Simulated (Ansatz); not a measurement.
**SiSn2, one cell by several methods**

```yaml
crystal:
  lattice:
    - [0.00000, 3.41483, 3.41483]
    - [3.41483, 0.00000, 3.41483]
    - [3.41483, 3.41483, 0.00000]
  atoms:
    - { symbol: Si, position: [0.00000, 0.00000, 0.00000] }
    - { symbol: Sn, position: [0.25000, 0.25000, 0.25000] }
    - { symbol: Sn, position: [0.75000, 0.75000, 0.75000] }
```

Atoms are numbered in the order listed.

The cell was built from the fluorite type and relaxed in the same program, and has space group Fm-3m; it needn't be a known or the stable phase.

No spin–orbit coupling, which matters for the heavy atoms here.

Methods: DFT, PBE, PAW with Ansatz's default frozen-core files, scalar-relativistic (Ansatz 0.2.0); DFT, PBE, all-electron PAW with datasets made for the crystal, scalar-relativistic (Ansatz 0.2.0); DFT, PBE, all-electron LAPW, scalar-relativistic (Ansatz 0.2.0).

For PAW: a Γ-centred 10×10×10 k mesh, Fermi–Dirac smearing of 0.05 eV, cutoff 420 eV, no spin polarisation. The crystal-made all-electron datasets (AE datasets) take a cutoff of 240 eV at this cell. LAPW targets a basis error of 1 meV/atom. The Ansatz runs share mesh, smearing and spin set-up. Plane-wave (PAW) pressures include the program's estimate of the Pulay term.

Stress and pressure are positive in compression.

Levels count from the Fermi level.

```json
{"quantity": "pressure (GPa)", "PAW": "0.01", "AE datasets": "0.01", "LAPW": "0.01"}
{"quantity": "highest filled level at X (eV)", "PAW": "-1.185", "AE datasets": "-1.185", "LAPW": "-1.185"}
{"quantity": "lowest empty level at X (eV)", "PAW": "3.737", "AE datasets": "3.736", "LAPW": "3.736"}
```

PAW's pressure differs from the LAPW value by about 0.01 GPa or less.
